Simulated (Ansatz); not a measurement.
Relaxed Os (hcp, Mg type):

```yaml
crystal:
  lattice:
    - [5.50971, 0.00000, 0.00000]
    - [-1.37743, 2.38577, 0.00000]
    - [0.00000, 0.00000, 4.34430]
  atoms:
    - { symbol: Os, position: [0.16667, 0.66667, 0.75000] }
    - { symbol: Os, position: [0.66667, 0.66667, 0.75000] }
    - { symbol: Os, position: [0.33333, 0.33333, 0.25000] }
    - { symbol: Os, position: [0.83333, 0.33333, 0.25000] }
```

Scan: atom 1 (Os, nearest neighbour Os at 2.692 Å; its periodic images, 2.8 Å or more away, move with it) is displaced along Cartesian [111], direction (0.577, 0.577, 0.577) in Cartesian axes, by s. The other atoms stay.

Calculation: PBE (plane waves to 420 eV, PAW, scalar-relativistic; Ansatz, a program for electronic structure). k mesh 8×16×9 (Γ-centred), Fermi-Dirac smearing 0.05 eV. E stands for the smeared free energy. Left out: 3 of 11 points, with atoms too close for the PAW data. With partly filled bands, energies and forces of such displacements shift with the k mesh and the smearing. Os is run without spin polarisation. Os was relaxed with its symmetry unable to fall. Spin-orbit coupling is left out, though Os is heavy. ΔE is measured from the undisplaced structure.

The scan covers s from -0.486 to 0.648 Å in 8 points.

Problem. Is this a single well or a double well?

Solution. A single well with its minimum at or next to zero displacement.

Problem. Is the energy the same for displacements of ±0.486 Å, and if not, which side lies higher?

Solution. Not even: the negative side lies higher at ±0.486 Å. With its periodic images moving along, the atom's site symmetry in this cell is mm2.

Problem. What force acts on the atom along the line at s = -0.486 Å?

Solution. 11.6 eV/Å.

Problem. What is the energy change at s = 0.648 Å?

Solution. 4045 meV/cell.

Problem. What is the force constant k = d²E/ds² of this move at s = 0?

Solution. 14.7 eV/Å².

(For displaced atoms, the force is minus the slope of the energy, and its curvature is a force constant, which sets phonon frequencies.)
